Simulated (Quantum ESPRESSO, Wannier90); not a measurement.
**Wannier functions of AlGaN$_{2}$ (P-4m2)**

Cell from Materials Project (mp-1008556), symmetrised, no further relaxation. Not found in the COD (Crystallography Open Database) copy used; not checked further. Method: PBEsol plane waves in Quantum ESPRESSO 7.5 (PseudoDojo norm-conserving files, 68 Ry, spinors with spin-orbit coupling), Bloch states on a 8×8×6 mesh through Γ, Wannier90 4.0.1. Density: 10×10×8 mesh, cold smearing 0.01 Ry.

On the energy scale of pw.x, whose zero is arbitrary, the valence-band maximum lies at 8.79 eV.

Input w.win:

```
num_bands = 16
num_wann = 16
exclude_bands = 5-14,27-62
spinors = true
num_iter = 1000
conv_tol = 1.0e-6
conv_window = 4
write_hr = true
write_u_matrices = true
auto_projections = true
begin unit_cell_cart
ang
    3.1408800000    0.0000000000    0.0000000000
    0.0000000000    3.1408800000    0.0000000000
    0.0000000000    0.0000000000    4.4238400000
end unit_cell_cart
begin atoms_frac
Al   0.5000000000  0.5000000000  0.5000000000
Ga   0.0000000000  0.0000000000  0.0000000000
N    0.5000000000  0.0000000000 -0.2617400000
N    0.0000000000  0.5000000000  0.2617400000
end atoms_frac
mp_grid = 8 8 6
begin kpoints
0.0000000000 0.0000000000 0.0000000000
0.0000000000 0.0000000000 0.1666666667
0.0000000000 0.0000000000 0.3333333333
... (381 more lines: the 8x8x6 mesh through Gamma)
end kpoints
```

Input of pw2wannier90.x that gives the overlap and projection files (equivalent; here they were cut from one run over all bands):

```
&inputpp
  outdir = './out'
  prefix = 'pwscf'
  seedname = 'w'
  write_amn = .true.
  write_mmn = .true.
  scdm_proj = .true.
  scdm_entanglement = 'isolated'
/
```

Output w.wout (banner and timings cut):

```
                                    ------
                                    SYSTEM
                                    ------

                              Lattice Vectors (Ang)
                    a_1     3.140880   0.000000   0.000000
                    a_2     0.000000   3.140880   0.000000
                    a_3     0.000000   0.000000   4.423840

                   Unit Cell Volume:      43.64174  (Ang^3)

                        Reciprocal-Space Vectors (Ang^-1)
                    b_1     2.000454   0.000000   0.000000
                    b_2     0.000000   2.000454   0.000000
                    b_3     0.000000   0.000000   1.420301

 *----------------------------------------------------------------------------*
 |   Site       Fractional Coordinate          Cartesian Coordinate (Ang)     |
 +----------------------------------------------------------------------------+
 | al   1   0.50000   0.50000   0.50000   |    1.57044   1.57044   2.21192    |
 | ga   1   0.00000   0.00000   0.00000   |    0.00000   0.00000   0.00000    |
 | n    1   0.50000   0.00000  -0.26174   |    1.57044   0.00000  -1.15790    |
 | n    2   0.00000   0.50000   0.26174   |    0.00000   1.57044   1.15790    |
 *----------------------------------------------------------------------------*
                                ------------
                                K-POINT GRID
                                ------------

             Grid size =  8 x  8 x  6      Total points =  384

 *---------------------------------- MAIN ------------------------------------*
 |  Number of Wannier Functions               :                16             |
 |  Number of Objective Wannier Functions     :                16             |
 |  Number of input Bloch states              :                16             |
 |  Output verbosity (1=low, 5=high)          :                 1             |
 |  Timing Level (1=low, 5=high)              :                 1             |
 |  Optimisation (0=memory, 3=speed)          :                 3             |
 |  Length Unit                               :               Ang             |
 |  Post-processing setup (write *.nnkp)      :                 F             |
 |  Using Gamma-only branch of algorithms     :                 F             |
 *----------------------------------------------------------------------------*
 *------------------------------- WANNIERISE ---------------------------------*
 |  Total number of iterations                :              1000             |
 |  Number of CG steps before reset           :                 5             |
 |  Trial step length for line search         :             2.000             |
 |  Convergence tolerence                     :         0.100E-05             |
 |  Convergence window                        :                 4             |
 |  Iterations between writing output         :                 1             |
 |  Iterations between backing up to disk     :               100             |
 |  Write r^2_nm to file                      :                 F             |
 |  Write xyz WF centres to file              :                 F             |
 |  Write on-site energies <0n|H|0n> to file  :                 F             |
 |  Use guiding centre to control phases      :                 F             |
 |  Use phases for initial projections        :                 F             |
 *----------------------------------------------------------------------------*
 *-------------------------------- PLOTTING ----------------------------------*
 |  Plotting Hamiltonian in WF basis          :                 T             |
 *----------------------------------------------------------------------------*

 *---------------------------------- K-MESH ----------------------------------*
 +----------------------------------------------------------------------------+
 |                    Distance to Nearest-Neighbour Shells                    |
 |                    ------------------------------------                    |
 |          Shell             Distance (Ang^-1)          Multiplicity         |
 |          -----             -----------------          ------------         |
 |             1                   0.236717                      2            |
 |             2                   0.250057                      4            |
 |             3                   0.344330                      8            |
 |             4                   0.353634                      4            |
 |             5                   0.425549                      8            |
 |             6                   0.473434                      2            |
 |             7                   0.500113                      4            |
 |             8                   0.535414                      8            |
       ... (lines left out)
 +----------------------------------------------------------------------------+
 | The b-vectors are chosen automatically                                     |
 | The following shells are used:                       1,  2                 |
 +----------------------------------------------------------------------------+
 |                        Shell   # Nearest-Neighbours                        |
 |                        -----   --------------------                        |
 |                          1               2                                 |
 |                          2               4                                 |
 +----------------------------------------------------------------------------+
 | Completeness relation is fully satisfied [Eq. (B1), PRB 56, 12847 (1997)]  |
 +----------------------------------------------------------------------------+
 |                  b_k Vectors (Ang^-1) and Weights (Ang^2)                  |
 |                  ----------------------------------------                  |
 |            No.         b_k(x)      b_k(y)      b_k(z)        w_b           |
 |            ---        --------------------------------     --------        |
 |             1         0.000000    0.000000    0.236717     8.923014        |
 |             2         0.000000    0.000000   -0.236717     8.923014        |
 |             3         0.000000    0.250057    0.000000     7.996371        |
 |             4         0.250057    0.000000    0.000000     7.996371        |
 |             5         0.000000   -0.250057    0.000000     7.996371        |
 |             6        -0.250057    0.000000    0.000000     7.996371        |
 +----------------------------------------------------------------------------+
 |                           b_k Directions (Ang^-1)                          |
 |                           -----------------------                          |
 |            No.           x           y           z                         |
 |            ---        --------------------------------                     |
 |             1         0.000000    0.000000    0.236717                     |
 |             2         0.000000    0.250057    0.000000                     |
 |             3         0.250057    0.000000    0.000000                     |
 +----------------------------------------------------------------------------+

 Starting a new Wannier90 calculation ...

 Reading overlaps from w.mmn

 Reading projections from w.amn

 *------------------------------- WANNIERISE ---------------------------------*
 +--------------------------------------------------------------------+<-- CONV
 | Iter  Delta Spread     RMS Gradient      Spread (Ang^2)            |<-- CONV
 +--------------------------------------------------------------------+<-- CONV

 ------------------------------------------------------------------------------
 Initial State
  WF centre and spread    1  (  0.229166, -0.105227, -0.134191 )    13.91251134
  WF centre and spread    2  (  0.170206, -1.507840,  1.022151 )     4.83895425
  WF centre and spread    3  ( -1.541190, -0.186642, -1.061304 )     5.04605666
  WF centre and spread    4  ( -0.034380, -1.717908,  0.824021 )     5.57542582
  WF centre and spread    5  ( -1.399807, -0.018237, -0.792400 )     5.15807551
  WF centre and spread    6  (  1.430660, -0.004299, -0.837224 )     3.96534983
  WF centre and spread    7  ( -0.026716, -1.602192,  0.857120 )     3.65963380
  WF centre and spread    8  ( -0.145748,  1.664549,  0.914163 )     7.01159562
  WF centre and spread    9  ( -0.458433, -0.553818,  0.050062 )    10.76462396
  WF centre and spread   10  ( -0.475770,  0.514664,  0.004806 )    11.93280088
  WF centre and spread   11  (  1.673066,  0.082511, -0.979365 )     7.65064037
  WF centre and spread   12  (  0.669823,  0.051959, -0.110792 )     9.23685027
  WF centre and spread   13  (  0.072519, -0.537222,  0.096567 )    14.14752624
  WF centre and spread   14  ( -0.491238, -0.274932, -0.034731 )    12.33347473
  WF centre and spread   15  (  0.029625,  0.189236, -0.011996 )    15.39937413
  WF centre and spread   16  ( -0.095138,  0.089864, -0.341986 )    11.17039900
  Sum of centres and spreads ( -0.393358, -3.915534, -0.535098 )   141.80329240

      0     0.142E+03     0.0000000000      141.8032924009  <-- CONV
        O_D=      8.9700623 O_OD=    109.2891797 O_TOT=    141.8032924 <-- SPRD
 ------------------------------------------------------------------------------
      1    -0.250E+02     3.2930171503      116.7829743614  <-- CONV
        O_D=      8.5507546 O_OD=     84.6881693 O_TOT=    116.7829744 <-- SPRD
      2    -0.105E+02     3.7065929650      106.2669101625  <-- CONV
        O_D=      6.0991211 O_OD=     76.6237386 O_TOT=    106.2669102 <-- SPRD
      3    -0.953E+01     2.9193624422       96.7406997187  <-- CONV
        O_D=      5.6084929 O_OD=     67.5881564 O_TOT=     96.7406997 <-- SPRD
      4    -0.736E+01     2.4178195466       89.3823457961  <-- CONV
        O_D=      5.5283290 O_OD=     60.3099663 O_TOT=     89.3823458 <-- SPRD
      5    -0.497E+01     2.4082122994       84.4142145293  <-- CONV
        O_D=      5.2994705 O_OD=     55.5706936 O_TOT=     84.4142145 <-- SPRD
       ... (lines left out)
    100    -0.479E-02     0.0480412787       25.6151077504  <-- CONV
        O_D=      0.0319025 O_OD=      2.0391548 O_TOT=     25.6151078 <-- SPRD
       ... (lines left out)
    200    -0.214E-02     0.0318328962       25.2432371369  <-- CONV
        O_D=      0.0287406 O_OD=      1.6704461 O_TOT=     25.2432371 <-- SPRD
       ... (lines left out)
    300    -0.112E-02     0.0232724338       25.1140099097  <-- CONV
        O_D=      0.0278050 O_OD=      1.5421545 O_TOT=     25.1140099 <-- SPRD
       ... (lines left out)
    400    -0.466E-03     0.0150923258       25.0399283581  <-- CONV
        O_D=      0.0270615 O_OD=      1.4688165 O_TOT=     25.0399284 <-- SPRD
       ... (lines left out)
    500    -0.108E-03     0.0070990490       25.0160279848  <-- CONV
        O_D=      0.0267123 O_OD=      1.4452652 O_TOT=     25.0160280 <-- SPRD
       ... (lines left out)
    600    -0.287E-04     0.0037930104       25.0106801305  <-- CONV
        O_D=      0.0265909 O_OD=      1.4400388 O_TOT=     25.0106801 <-- SPRD
       ... (lines left out)
    700    -0.872E-05     0.0020652232       25.0091715590  <-- CONV
        O_D=      0.0265435 O_OD=      1.4385776 O_TOT=     25.0091716 <-- SPRD
       ... (lines left out)
    800    -0.323E-05     0.0012415676       25.0086490043  <-- CONV
        O_D=      0.0265282 O_OD=      1.4380704 O_TOT=     25.0086490 <-- SPRD
       ... (lines left out)
    900    -0.131E-05     0.0008060760       25.0084509563  <-- CONV
        O_D=      0.0265232 O_OD=      1.4378773 O_TOT=     25.0084510 <-- SPRD
       ... (lines left out)
    934    -0.770E-06     0.0006661883       25.0084161315  <-- CONV
        O_D=      0.0265218 O_OD=      1.4378439 O_TOT=     25.0084161 <-- SPRD
    935    -0.769E-06     0.0006155252       25.0084153626  <-- CONV
        O_D=      0.0265219 O_OD=      1.4378430 O_TOT=     25.0084154 <-- SPRD
    936    -0.933E-06     0.0006727275       25.0084144293  <-- CONV
        O_D=      0.0265221 O_OD=      1.4378419 O_TOT=     25.0084144 <-- SPRD
             <<<     Delta < 1.000E-06  over  4 iterations     >>>
             <<< Wannierisation convergence criteria satisfied >>>
 Final State
  WF centre and spread    1  (  1.570332, -0.241330, -1.218192 )     1.58506551
  WF centre and spread    2  (  0.240905, -1.570384,  1.218492 )     1.58579284
  WF centre and spread    3  ( -1.570543, -0.241001, -1.218409 )     1.58539718
  WF centre and spread    4  ( -0.000228, -1.302278,  0.802772 )     1.54147080
  WF centre and spread    5  ( -1.302190,  0.000328, -0.788660 )     1.53761306
  WF centre and spread    6  (  1.302432,  0.000578, -0.805779 )     1.54230306
  WF centre and spread    7  ( -0.000183, -1.838752,  0.791661 )     1.53840727
  WF centre and spread    8  ( -0.240424,  1.570516,  1.218812 )     1.58638453
  WF centre and spread    9  ( -0.240432, -1.570432,  1.218821 )     1.58653558
  WF centre and spread   10  ( -0.000260,  1.302123,  0.797213 )     1.53992464
  WF centre and spread   11  (  1.570324,  0.240186, -1.218980 )     1.58682747
  WF centre and spread   12  (  1.302198,  0.000641, -0.800677 )     1.54090600
  WF centre and spread   13  (  0.240833, -1.570411,  1.218531 )     1.58571742
  WF centre and spread   14  ( -1.302108,  0.000544, -0.793736 )     1.53899441
  WF centre and spread   15  ( -0.000208, -1.302125,  0.797217 )     1.53996454
  WF centre and spread   16  ( -1.570487,  0.240022, -1.219086 )     1.58711012
  Sum of centres and spreads ( -0.000039, -6.281776, -0.000001 )    25.00841444

         Spreads (Ang^2)       Omega I      =    23.544050428
        ================       Omega D      =     0.026522056
                               Omega OD     =     1.437841945
    Final Spread (Ang^2)       Omega Total  =    25.008414429
```
